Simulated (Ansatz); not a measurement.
SrCd: energy along a strain

SrCd, Pm-3m, a = 4.003 Å (as given, not relaxed at this level: 0.8 GPa). The structure is a COD entry; whether it is the stable form wasn't checked. Ansatz: r2SCAN, PAW, 500 eV, Γ-centred 12×12×12 mesh on 2 atoms, Gaussian smearing 0.15 eV; no spin polarisation. Cell vectors (Å): 4.003 0.000 0.000; 0.000 4.003 0.000; 0.000 0.000 4.003. The cell is strained by x per cent times the pattern (1 -1 0 0 0 0) in the order xx yy zz yz xz xy (engineering shears), with fractional coordinates held. y is the free energy over the start, V0 = 32.072 Å³/atom. Symmetry makes y even in x. Points with a strain past 8.5 % were computed too (4) and aren't used here.

| x (%) | y (meV/atom) |
| --- | --- |
| -7.50 | 26.24 |
| 0.00 | 0.00 |
| 1.87 | 1.36 |
| 3.75 | ? |
| 5.62 | 14.09 |

Task: Fit y = c2 x² + c4 x⁴ to the other rows, get the stiffness along the pattern, and predict the missing energy.

Result: Least squares on the rows shown. y = 0.41791 x² + 0.00086611 x⁴. The clamped-ion stiffness p·C·p = 2 × 4.179 eV × 160.2 / 32.072 Å³ = 42 GPa (second derivative at the start, which stands under stress). At x = 3.75 the fit asked for gives 6.05 meV/atom. The run gave 5.91 meV/atom, so the fit is 0.14 meV/atom too high, a small miss on the scale of the series.